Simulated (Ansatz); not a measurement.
Structure: COD 9011003, as refined from experiment and not relaxed.

An input for Li: DFT, PBEsol, PAW with Ansatz's default frozen-core files, scalar-relativistic (Ansatz 0.2.0). The PAW files were made with PBE; their cores are remade for this functional.

Command: `ansatz run input.yaml --threads 1 --pin off --max-ram 3072MiB --backend cpu --events-out ev --progress --plain --runs-dir out` The run took 64 s on 1 thread of Intel(R) Xeon(R) Platinum 8488C (Sapphire Rapids), on a shared host, peak memory 0.38 GiB.

```yaml
crystal:
  lattice:
    - [3.1110021516, 0.0, 0.0]
    - [-1.5555010758, 2.6942068945, 0.0]
    - [0.0, 0.0, 5.093]
  atoms:
    - { symbol: Li, position: [0.3333333333, 0.6666666667, 0.25] }
    - { symbol: Li, position: [0.6666666667, 0.3333333333, 0.75] }
kpoints:
  mp_grid: { grid: [15, 15, 8] }
  band_path:
    path:
      - [0.0, 0.0, 0.0]
      - [0.5, 0.0, 0.0]
      - [0.3333333333, 0.3333333333, 0.0]
      - [0.0, 0.0, 0.0]
      - [0.0, 0.0, 0.5]
      - [0.5, 0.0, 0.5]
      - [0.3333333333, 0.3333333333, 0.5]
      - [0.0, 0.0, 0.5]
      - [0.5, 0.0, 0.5]
    npoints: 14
scf:
  occupations: { method: fermi_dirac, width: 0.03 }
hamiltonian:
  xc: pbesol
  pseudopotentials: { kind: paw }
output:
  forces: true
  stress: true
  eigenvalues: true
  efg: { contact_densities: true }
  populations: true
  bader: true
  dos: { projected: true, de: 0.2, e_range: [-14, 8] }
  write_density: true
  write_potential: true
  elf: true
  volumetric_format: npy
```

Set-up and iterations as logged by Ansatz (the results part is left out, to be predicted):

```
Engine: ansatz 0.2.0
Pseudopotentials: kind: paw
Pseudopotential: Li, paw, valence charge 3, recommended cutoff 420 eV (normal)
Functional definition: PBEsol
  exchange = pbesol_x
  correlation = pbesol_c
Crystal: 2 atoms, lattice volume = 42.688 Å³
Basis set: ecut = 420 eV, 833 PW (Γ), exchange–correlation on 48×48×72 points (8 copies of the dense FFT grid, shifted against one another)
Bands: 7, of which v1, the nominal top of the filled ones, is band 3 counted from 1 (2 counted from 0)
Symmetry: 24 space group operations
Space group: P63/mmc (ITA 194), of the structure as read, at distance tolerance 3.5e-5 Å
k-points: 135 of 1800
Non-local potential: Li, projectors of the file, l = 0: 3, l = 1: 2, l = 2: 1
PAW form: soft (Blöchl's): semilocal exchange-correlation on the pseudo side does not see the compensation charge
PAW one-centre angular grid: Li, 110 points (default); XC on 64 Gauss nodes
Initial density: superposition of atomic densities (neutral atoms: chi_scale 0, normalization atom), corrected by the library's trained network
Initial wavefunctions: pseudopotential atomic-orbital guess
Functional: x = pbesol(κ = 0.804, μ = 0.12345679012345678), c = pbesol(β = 0.046)
SCF iter   1: F=—  HF=-405.994838 eV  |F-HF|=—  |Δ(HF+E_count)|=         —  Δρ=1.46e-3  dr2=3.20e-4  ethr=1.77e-3  ⟨swp⟩=4.0  Hψ=6412  notcnv=0
SCF iter   2: F=—  HF=-405.993767 eV  |F-HF|=—  |Δ(HF+E_count)|=   1.07e-3  Δρ=6.62e-4  dr2=8.19e-5  ethr=5.33e-6  ⟨swp⟩=2.1  Hψ=2650  notcnv=0  defer=10
SCF iter   3: F=—  HF=-405.993562 eV  |F-HF|=—  |Δ(HF+E_count)|=   2.06e-4  Δρ=4.26e-5  dr2=1.05e-6  ethr=1.36e-6  ⟨swp⟩=2.1  Hψ=1368  notcnv=0  defer=10
iter 4 did not close the SCF: its close was put off for the readings that it lacked (scf_convergence_deferred on its scf_iter line)
SCF iter   4: F=-405.993557 eV  HF=-405.993557 eV  |F-HF|=6.05e-9  |Δ(HF+E_count)|=   4.96e-6  Δρ=3.34e-6  dr2=1.56e-9  ethr=1.75e-8  ⟨swp⟩=2.0  Hψ=1346  notcnv=0  defer=10
iter 5 did not close the SCF: its close was put off for the readings that it lacked (scf_convergence_deferred on its scf_iter line)
SCF iter   5: F=-405.993557 eV  HF=-405.993557 eV  |F-HF|=1.72e-11  |Δ(HF+E_count)|=   4.71e-9  Δρ=1.55e-7  dr2=7.01e-12  ethr=2.60e-11  ⟨swp⟩=2.0  Hψ=1352  notcnv=0  defer=10
SCF iter   6: F=-405.993557 eV  HF=-405.993557 eV  |F-HF|=1.71e-13  |Δ(HF+E_count)|=  1.82e-11  Δρ=2.63e-9  dr2=1.84e-15  ethr=1.00e-12  ⟨swp⟩=3.2  Hψ=3266  notcnv=0
```

**Question.** What pressure will this run report?

**Answer.** -0.69 GPa (positive in compression).

**Question.** Is there a band gap?

**Answer.** none: bands cross the Fermi level, a metal.
